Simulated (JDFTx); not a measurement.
```json
{
  "surface": "Ir(100)",
  "bulk": "Ir, Fm-3m, lattice of mp-101 (not re-optimised)",
  "slab": "4 atoms in 4 planes, 1x1, 5.7 Å between the outermost planes",
  "in-plane cell": "2.725 × 2.725 Å, 7.43 Å²",
  "cell_height": "21.8 Å",
  "sampling": "8×8×1 k mesh, Fermi smearing 0.01 Ha, no spin polarisation"
}
```

All numbers are PBE, GBRV ultrasoft potentials, plane waves to 20/100 Ha results from a modified build of JDFTx, not measurements. Liquid on both sides: linear PCM (GLSSA13), water, 2 M KCl; nuclei fixed. 

Charging data:

```
U − U_pzc (V)  σ (μC/cm²)
-------------  ----------
-0.72              -10.00
-0.27               -4.00
0.00                 0.00
0.28                 4.50
0.48                 8.04
0.68                11.84
0.88                15.90
```

A calculation by hand: a check of Lippmann's equation. The grand free energy per area against the neutral slab, Δγ = [F(N) − F(N₀) − μ(N − N₀)]/2A, is taken from the total energies of the same runs.

```
U − U_pzc (V)  Δγ (mJ/m²)
-------------  ----------
-0.72               -37.1
-0.27                -5.5
0.00                  0.0
0.28                 -6.2
0.48                -18.7
0.68                -38.5
0.88                -66.2
```

Δγ is largest at zero charge and falls away from it, as dγ/dU = −σ demands. At 0.88 V the computed -66.2 mJ/m² stands beside -70.0 mJ/m² from the constant-capacitance formula.
